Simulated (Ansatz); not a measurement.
ZnPt3:
```xyz
4
Lattice="3.8945 0.0000 0.0000 0.0000 3.8945 0.0000 0.0000 0.0000 3.8945" Properties=species:S:1:pos:R:3 pbc="T T T"
Pt     0.0000     1.9472     1.9472
Pt     1.9472     0.0000     1.9472
Pt     1.9472     1.9472     0.0000
Zn     0.0000     0.0000     0.0000
```

Relaxed with r²SCAN.

Task: Give the Bader charges and basin volumes of the independent atoms, r²SCAN (plane waves, PAW; program Ansatz).

Result: 

| atom | Bader charge (e) | Bader volume (Å³) |
|---|---|---|
| Pt1 | -0.27 | 16.5 |
| Zn4 | +0.82 | 9.7 |

Space group Pm-3m (Cu3Au type). The workflow started from an entry of the Crystallography Open Database (COD). Whether it is the stable phase at ambient conditions was not checked. Symmetry was held in the r²SCAN relaxation; whether a distortion lowers the energy is not shown. No spin polarisation was allowed. Scalar-relativistic: spin–orbit coupling is off unless named, which matters more the heavier the elements.

Potentials: the later of the program's two PAW sets.
